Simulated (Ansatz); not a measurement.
**Question.** Each is relaxed and computed with the program Ansatz at the PBEsol level (PAW). Which is the only metal?
(A) GaAs, P4_2/mnm (Ga on 4g, As on 4f)
(B) AlBO3, R-3c (Al on 6b, B on 6a, O on 18e)
(C) B6As, R-3m (B on 18h, B on 18h, As on 6c)
(D) BAs, CsCl type

**Answer.** D, BAs, CsCl type. BAs: metal; B6As: gap 2.62 eV (indirect); AlBO3: gap 5.80 eV (indirect); GaAs: gap 0.48 eV. Typed or built starts, not in the databases checked: BAs, CsCl type; GaAs, P4_2/mnm (Ga on 4g, As on 4f). Not the usual ambient phase: BAs, CsCl type; GaAs, P4_2/mnm (Ga on 4g, As on 4f). Standing as an ambient phase not checked: B6As, R-3m (B on 18h, B on 18h, As on 6c); AlBO3, R-3c (Al on 6b, B on 6a, O on 18e). Unstable at this level: BAs, CsCl type. All cells were relaxed under the symmetry of their starts (and spin orders); stability against distortions was not tested throughout. Scalar-relativistic: spin–orbit coupling is off unless named, which matters more the heavier the elements.

Potentials: the later of the program's two PAW sets.
